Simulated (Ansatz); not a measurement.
LaHg:
```
LaHg
1.0
    3.89959     0.00000     0.00000
    0.00000     3.89959     0.00000
    0.00000     0.00000     3.89959
Hg La
1 1
Direct
  0.00000   0.00000   0.00000
  0.50000   0.50000   0.50000
```

Relaxed with r²SCAN.

Task: Map the valence electron density (e/Å³), cut off at 2 on the plane through (0.000, 0.000, 0.000) spanned by u = [1, 0, 0] and v = [0, 1, 1] in lattice vectors, from r²SCAN in the plane-wave PAW code Ansatz.

Result: x is the fraction of u, y of v (the angle between them is 90°; rows are the nearest grid lines); atoms in the plane: Hg at (0.00, 0.00), La at (0.50, 0.50).
```
|99999310000001399999|
|99999310000001399999|
|99996210000001269999|
|99732100000000123799|
|43211000000000011234|
|11100000000000000111|
|00000000000000000000|
|00000012333321000000|
|00000124666642100000|
|00001246788764210000|
|00001368877886310000|
|00001478766787410000|
|00001478766787410000|
|00001368877886310000|
|00001246788764210000|
|00000124666642100000|
|00000012333321000000|
|00000000000000000000|
|11100000000000000111|
|43211000000000011234|
|99732100000000123799|
|99996210000001269999|
|99999310000001399999|
|99999310000001399999|
```
Scale: ten equal steps from 0.061 (start of '0') to 2.00 (end of '9'), in the order '0123456789'; x runs from 0.000 to 1.00, y from 0.000 (bottom) to 1.00 (top).

The density is the valence pseudo-density with augmentation charge, so density and ELF within about 1 Å of a nucleus are not all-electron values.

Space group Pm-3m (CsCl type). The workflow started from an entry of the Crystallography Open Database (COD). Whether it is the stable phase at ambient conditions was not checked. The r²SCAN relaxation kept the symmetry of its start; its stability against distortions is not shown here. Spin–orbit coupling is left out wherever it is not named.

Potentials: the later of the program's two PAW sets.
